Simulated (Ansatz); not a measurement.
## Two inputs for Al4Si2HO9F3

Cell: a computed structure from the Materials Project (it need not be an observed phase).

```cif
data_Al4Si2HO9F3
_symmetry_space_group_name_H-M 'P2_1'
_symmetry_Int_Tables_number 4
_cell_length_a 8.4910
_cell_length_b 4.7216
_cell_length_c 8.9286
_cell_angle_alpha 90.000
_cell_angle_beta 90.025
_cell_angle_gamma 90.000
loop_
_atom_site_label
_atom_site_type_symbol
_atom_site_symmetry_multiplicity
_atom_site_Wyckoff_symbol
_atom_site_fract_x
_atom_site_fract_y
_atom_site_fract_z
Al1 Al 2 a 0.5830 0.0976 0.8816
Al2 Al 2 a 0.9178 0.0963 0.8809
Al3 Al 2 a 0.9206 0.4025 0.3827
Al4 Al 2 a 0.5830 0.4053 0.3792
Si9 Si 2 a 0.2508 0.1005 0.3068
Si10 Si 2 a 0.2506 0.3973 0.8107
H H 2 a 0.1670 0.4918 0.4970
O15 O 2 a 0.2521 0.0520 0.4925
O16 O 2 a 0.9334 0.0898 0.5029
O17 O 2 a 0.7475 0.2019 0.2822
O18 O 2 a 0.0949 0.2054 0.7629
O19 O 2 a 0.4081 0.2093 0.7616
O20 O 2 a 0.0944 0.2872 0.2562
O21 O 2 a 0.4080 0.2909 0.2601
O22 O 2 a 0.7490 0.2946 0.7825
O23 O 2 a 0.2506 0.4633 0.9933
F33 F 2 a 0.5583 0.0990 0.5026
F34 F 2 a 0.5558 0.4062 0.0004
F35 F 2 a 0.9445 0.4041 0.9997
```

One atom of each set is listed.

Reference run. Computed with Ansatz: DFT, PBE, plane waves and PAW, scalar-relativistic, 420 eV cutoff, Γ-centred 3×5×3 k-points, Fermi–Dirac smearing 0.02 eV.

(1) The input is changed as follows: `hamiltonian.xc`: pbe → lda; `scf.n_extra_bands`: not typed → 2. What happens to V_zz (10²¹ V/m²) and η?

## Answers

(1) 

| site | V_zz reference | η reference | V_zz changed | η changed |
| --- | --- | --- | --- | --- |
| Al1 | -0.58 | 0.24 | -0.58 | 0.24 |
| Al3 | 1.65 | 0.38 | 1.68 | 0.38 |
| Al4 | -0.40 | 0.05 | -0.40 | 0.07 |
| Si9 | -1.07 | 0.71 | -1.07 | 0.71 |
| Si10 | 0.90 | 0.73 | 0.89 | 0.73 |
| H | 4.12 | 0.10 | 4.17 | 0.10 |
| O16 | 12.45 | 0.84 | 11.67 | 0.87 |
| O17 | -7.89 | 0.97 | -7.66 | 0.96 |
| O18 | -7.68 | 0.94 | -7.50 | 0.93 |
| O22 | -7.96 | 0.87 | -7.74 | 0.85 |
| O23 | 7.93 | 0.89 | 7.66 | 0.91 |
| F33 | 10.47 | 0.22 | 10.35 | 0.22 |
| F34 | 10.71 | 0.14 | 10.62 | 0.14 |

The largest change of V_zz is on O16, from 12.45 to 11.67. In per cent, |V_zz| changes by +1 to +2 on Al, 0 on Si, +1 on H, -6 to -2 on O, -1 on F (all sites that start above 0.5). The table leaves out 6 of the 19 sites, with |V_zz| up to 10.82; their tensors move by 0.26 at most along any direction. The statements above cover all sites. At these positions the changed run has forces up to 0.6 eV/Å, so its atoms aren't at their own equilibrium. Its pressure is -10 GPa, against 0 GPa in the reference run. SCF iterations: 8 and 9.
